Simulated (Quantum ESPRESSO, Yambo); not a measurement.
At a photon energy of 7.38 eV, RPA with local fields on PBEsol bands shifted by a G0W0 scissor of 1.66 eV (Quantum ESPRESSO and Yambo; 6×6×2 mesh, 150 bands, 4 Ry local-field block, 0.2 eV broadening) gives ε = 3.4 + 6.54i for MgI2 (CdI2 type, space group P-3m1, No. 164), field along x. Axes are Cartesian, with cell vectors (Å) (4.13, 0.00, 0.00), (-2.06, 3.57, 0.00), (0.00, 0.00, 6.83).

### Question
Work out n, κ, the normal-incidence reflectivity, the absorption coefficient and the penetration depth.

### Answer
|ε| = 7.37; n = √((|ε| + ε1)/2) = 2.32, κ = √((|ε| − ε1)/2) = 1.41. R = ((n − 1)² + κ²)/((n + 1)² + κ²) = 0.29. α = 2Eκ/(ħc) with ħc = 197.327 eV nm: 0.1054 per nm = 11 × 10⁵ per cm, a 1/e depth of 9.5 nm. The computed direct gap is 4.93 eV, and the energy scale of the real crystal may differ from it. Excitonic effects are left out, and values at one energy depend on mesh and broadening. The scissor comes from a G0W0 run whose convergence isn't established. Convergence of the RPA response with its 6×6×2 mesh was not tested.

Spin-orbit coupling is included.

Geometry relaxed with PBE+D3(BJ); primitive cell a = b = 4.1255 Å, c = 6.8268 Å, α = β = 90.00°, γ = 120.00°.
